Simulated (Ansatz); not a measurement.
Total density of states per atom from r²SCAN in the plane-wave PAW code Ansatz, in 0.25 eV bins, energy from the Fermi level:

```
E (eV) | states/eV/atom
    -7.85 | ############################## 6.00
    -7.60 | ##################### 4.12
    -7.35 | ##### 0.96
    -7.10 | #### 0.82
    -6.85 | ## 0.31
    -6.60 |  0.00
    -6.35 |  0.00
    -6.10 |  0.09
    -5.85 | # 0.25
    -5.60 | ## 0.33
    -5.35 | # 0.30
    -5.10 | # 0.22
    -4.85 | # 0.19
    -4.60 | # 0.19
    -4.35 | # 0.20
    -4.10 | # 0.22
    -3.85 | # 0.28
    -3.60 | # 0.25
    -3.35 | ## 0.31
    -3.10 | ## 0.45
    -2.85 | ## 0.48
    -2.60 | ## 0.47
    -2.35 | ### 0.61
    -2.10 | ### 0.64
    -1.85 | ### 0.57
    -1.60 | ## 0.50
    -1.35 | ## 0.48
    -1.10 | ### 0.68
    -0.85 | ### 0.52
    -0.60 | ## 0.36
    -0.35 | ## 0.39
    -0.10 | ## 0.38
     0.15 | ## 0.38
     0.40 | ## 0.33
     0.65 | # 0.29
     0.90 | # 0.19
     1.15 | # 0.11
     1.40 |  0.09
     1.65 | # 0.28
     1.90 | ## 0.48
     2.15 | #### 0.76
     2.40 | ### 0.68
     2.65 | ### 0.63
     2.90 | ### 0.65
     3.15 | ### 0.65
     3.40 | #### 0.74
     3.65 | #### 0.89
     3.90 | ###### 1.14
     4.15 | ###### 1.15
     4.40 | ###### 1.17
     4.65 | #### 0.89
```

Pick the material that matches.
A) Y, fcc (Cu type)
B) SiGe, P4_2/mmc (Ge on 2c, Si on 2e)
C) GeW, P-6m2 (W on 1a, Ge on 1f)
D) YZnSi, P-6m2 (Y on 1a, Zn on 1d, Si on 1f)

D, YZnSi, P-6m2 (Y on 1a, Zn on 1d, Si on 1f). Within 0.5 eV of the Fermi level: Y 4d 72 %, Si 3p 11 %, outside the projected shells 10 %. Projections are on Löwdin-orthogonalised atomic valence shells; empty p or d shells of many metals are not among them.

The first step of the workflow began from a Materials Project structure, measured or hypothetical; the Crystallography Open Database copy checked does not list it. With Zn and Si taken as one species the cell has the higher symmetry P6/mmm, so it may be an ordered model of a mixed-site phase. Whether it is the stable phase at ambient conditions was not checked. The cell was relaxed with r²SCAN under the symmetry of its start; whether a distortion lowers the energy is not shown. No spin polarisation was allowed. Spin–orbit coupling is left out wherever it is not named.

Potentials: the later of the program's two PAW sets.
